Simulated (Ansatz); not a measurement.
The guess for GeF₅ was made by a generator: random cell by space group and Wyckoff sites (R-3m, No. 166). Lengths were set from tabulated atomic sizes, so they are only a guess.

```cif
data_structure
_symmetry_space_group_name_H-M 'P 1'
_symmetry_Int_Tables_number 1
_cell_length_a 4.3350
_cell_length_b 4.3350
_cell_length_c 4.3350
_cell_angle_alpha 76.335
_cell_angle_beta 76.335
_cell_angle_gamma 76.335
_cell_volume 75.50
loop_
_atom_site_label
_atom_site_type_symbol
_atom_site_fract_x
_atom_site_fract_y
_atom_site_fract_z
_atom_site_occupancy
Ge1 Ge 0.00000 0.00000 0.00000 1
F1 F 0.00000 0.00000 0.50000 1
F2 F 0.50000 0.00000 0.00000 1
F3 F 0.00000 0.50000 0.00000 1
F4 F 0.20858 0.20858 0.20858 1
F5 F 0.79142 0.79142 0.79142 1
```

Level of theory: Ansatz, DFT PBE, scalar-relativistic, plane waves, PAW. Cutoff 420 eV, Gaussian smearing, Γ-centred meshes. Cell and atoms relax first on a coarse mesh and then on a finer one. In between, the cell is made exact in the group found at 0.06 Å. In metals the finer mesh still leaves noise of several meV/atom or more. The steps can't lower the symmetry of their start. No spin polarisation.

A guess keeps its type if space group and coordination stay and the shape of the cell changes little (axis ratios within about 15 %, angles within 6°); the volume may change.

Question: Does it keep its structure type, or change into something else?

Answer: It doesn't keep its type. The symmetry stays R-3m (No. 166). The volume per atom shrinks by 7.1 %, from 12.6 to 11.7 Å³. The shortest distance goes from 1.59 Å (F–F) to 1.42 Å (F–F). The ratio c/a of the conventional cell changes by a factor of 0.82. Counting neighbours within 15 % of an atom's shortest distance, the start has F 2/3, Ge 8 and the end F 1/2, Ge 6. In detail, at the end Ge is surrounded by 6 F at 2.07 Å; around F on a site of symmetry 2/m lie 2 Ge at 2.07 Å; around F on a site of symmetry 3m lies 1 F at 1.42 Å.

```xyz
6
Lattice="2.7894 1.6104 2.6013 -2.7894 1.6104 2.6013 0.0000 -3.2209 2.6013" Properties=species:S:1:pos:R:3 pbc="T T T"
Ge    0.0000    0.0000    0.0000
F     0.0000   -1.6104    1.3007
F     1.3947    0.8052    1.3007
F    -1.3947    0.8052    1.3007
F     0.0000    0.0000    3.1943
F     0.0000    0.0000    4.6097
```

The last run used a 12×12×12 mesh for its 6-atom cell and Gaussian smearing of 0.10 eV. An odd number of electrons in the primitive cell allows no gap without spin; a larger cell or a magnetic state could open one. A structure relaxed within its symmetry needn't be a true minimum.

In counts of neighbours, a slash parts the counts of unlike sites.
